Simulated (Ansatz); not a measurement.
Relaxed-ion elastic tensor of SiSn (CsCl type, space group No. 221) in GPa (Voigt order), the program Ansatz at the PBEsol level (PAW); density 5.97 g/cm³, 20.42 Å³ per atom.

|  | 1 | 2 | 3 | 4 | 5 | 6 |
|---|---|---|---|---|---|---|
| 1 | 70.9 | 73.0 | 73.0 | 0.0 | 0.0 | 0.0 |
| 2 | 73.0 | 70.9 | 73.0 | 0.0 | 0.0 | 0.0 |
| 3 | 73.0 | 73.0 | 70.9 | 0.0 | 0.0 | 0.0 |
| 4 | 0.0 | 0.0 | 0.0 | 25.5 | 0.0 | 0.0 |
| 5 | 0.0 | 0.0 | 0.0 | 0.0 | 25.5 | 0.0 |
| 6 | 0.0 | 0.0 | 0.0 | 0.0 | 0.0 | 25.5 |

**Question.** Is the crystal mechanically stable?

**Answer.** No: the smallest eigenvalue of C is -2.1 GPa.

Space group Pm-3m (CsCl type). The cell is a constructed one: a structure type filled with these elements; neither database checked (COD, Materials Project) lists it. Whether it is the stable phase at ambient conditions was not checked. The cell was relaxed with PBEsol under the symmetry of its start. At this level the phase is mechanically unstable. As this level gives no gap, shear constants depend on the k-mesh and smearing (Fermi–Dirac, 0.1 eV here). Spin–orbit coupling is left out wherever it is not named.

Potentials: the later of the program's two PAW sets.
